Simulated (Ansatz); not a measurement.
Ag (hcp, Mg type)

```xyz
2
Lattice="2.9027 0.0000 0.0000 -1.4514 2.5138 0.0000 0.0000 0.0000 4.7501" Properties=species:S:1:pos:R:3 pbc="T T T"
Ag     0.0000     1.6759     1.1875
Ag     1.4514     0.8379     3.5626
```

Equation-of-state scan: isotropic scaling of the cell above, V₀ being its volume. Symmetry pins the atoms to their sites.

Level of theory: r2SCAN (plane waves to 500 eV, PAW, scalar-relativistic; Ansatz, a program for electronic structure). k mesh 18×18×10 (Γ-centred), Fermi-Dirac smearing 0.05 eV. E stands for the smeared free energy. With the shape held, the modulus is that of even scaling; a crystal free to change shape is softer. Ag was relaxed with its symmetry unable to fall. This is one of several known forms of Ag; the measured ambient cells at hand have space group No. 225. The zero of ΔE is the relaxed starting cell. The last digit holds for this mesh only.

| V (Å³/atom) | ΔE (meV/atom) |
|---|---|
| 15.598 | 70.1 |
| 15.944 | 42.7 |
| 16.291 | 22.9 |
| 16.638 | 9.7 |
| 16.984 | 2.3 |
| 17.331 | 0.0 |
| 17.678 | 2.1 |
| 18.024 | 8.1 |
| 18.371 | 17.5 |
| 18.717 | 29.8 |
| 19.064 | 44.7 |

**Question.** What bulk modulus at fixed cell shape B₀ follows from a third-order Birch-Murnaghan fit?

**Answer.** 102 GPa.

**Question.** What is the fitted pressure derivative B₀′?

**Answer.** 5.7.

(Under strain, the slope of the energy per volume gives the stress and its curvature an elastic modulus.)
